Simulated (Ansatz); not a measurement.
Level of theory: Ansatz 0.2.0, DFT PBE, scalar-relativistic, plane waves, PAW. Settings: cutoff 420 eV, Γ-centred meshes spaced at most about 0.3 Å⁻¹, and about 0.25 Å⁻¹ or finer for metals (2π included), Gaussian smearing. Collinear spin in cells that started with moments and kept them past the coarse steps, no spin elsewhere.

Formation energies are uncorrected and refer to the elements' standard structures at the same level (N₂ as a molecule).

A relaxed structure of ScInC4N4 has 26.02 Å³/atom, +0.43 eV/atom against the elements, no gap on its mesh, a net moment of 0.20 μB/atom:

```cif
data_structure
_symmetry_space_group_name_H-M 'P-43m'
_symmetry_Int_Tables_number 215
_cell_length_a 6.3844
_cell_length_b 6.3844
_cell_length_c 6.3844
_cell_angle_alpha 90.000
_cell_angle_beta 90.000
_cell_angle_gamma 90.000
_cell_volume 260.23
loop_
_atom_site_label
_atom_site_type_symbol
_atom_site_symmetry_multiplicity
_atom_site_Wyckoff_symbol
_atom_site_fract_x
_atom_site_fract_y
_atom_site_fract_z
_atom_site_occupancy
Sc1 Sc 1 a 0.00000 0.00000 0.00000 1
In1 In 1 b 0.50000 0.50000 0.50000 1
C1 C 4 e 0.20481 0.20481 0.20481 1
N1 N 4 e 0.31179 0.31179 0.31179 1
```

Question: V takes the place of Sc on the same sites, and the cell is relaxed. What changes?

Answer: VInC4N4 has a = 6.067 Å: 22.33 Å³/atom, +0.513 eV/atom against the elements, a gap of 0.27 eV on its mesh. The volume per atom changes by -14.2 % and the formation energy by +0.09 eV/atom (from unrounded values). The gap opens. The moments change too, so the valence or magnetic state isn't the same. Covalent radii: Sc 1.70 Å, V 1.53 Å; electronegativities 1.36 and 1.63. The cell follows the size of the atom. Around V lie 4 C at 1.99 Å; In is surrounded by 4 N at 2.08 Å; C is surrounded by 1 N at 1.19 Å and 1 V at 1.99 Å; around N lie 1 C at 1.19 Å and 1 In at 2.08 Å.

```xyz
10
Lattice="6.0668 0.0000 0.0000 0.0000 6.0668 0.0000 0.0000 0.0000 6.0668" Properties=species:S:1:pos:R:3 pbc="T T T"
V     0.0000    0.0000    0.0000
In    3.0334    3.0334    3.0334
C     1.1483    1.1483    1.1483
C     1.1483    4.9184    4.9184
C     4.9184    1.1483    4.9184
C     4.9184    4.9184    1.1483
N     1.8335    1.8335    1.8335
N     1.8335    4.2333    4.2333
N     4.2333    1.8335    4.2333
N     4.2333    4.2333    1.8335
```

The two cells were relaxed from separate starts that ended on the same group and sites; neither need be the stable form of its compound. Kohn–Sham gaps at this level usually fall short of measured ones. The reference form of C is held partly by dispersion forces, which this level lacks. The magnetic state reached may not be the lowest. Trial moments died out on the coarse mesh in VInC4N4 P-43m; another magnetic start might hold. Cells relaxed within their symmetry can be saddle points. Some candidate types were left out of the draw beforehand, so a known form may be missing.
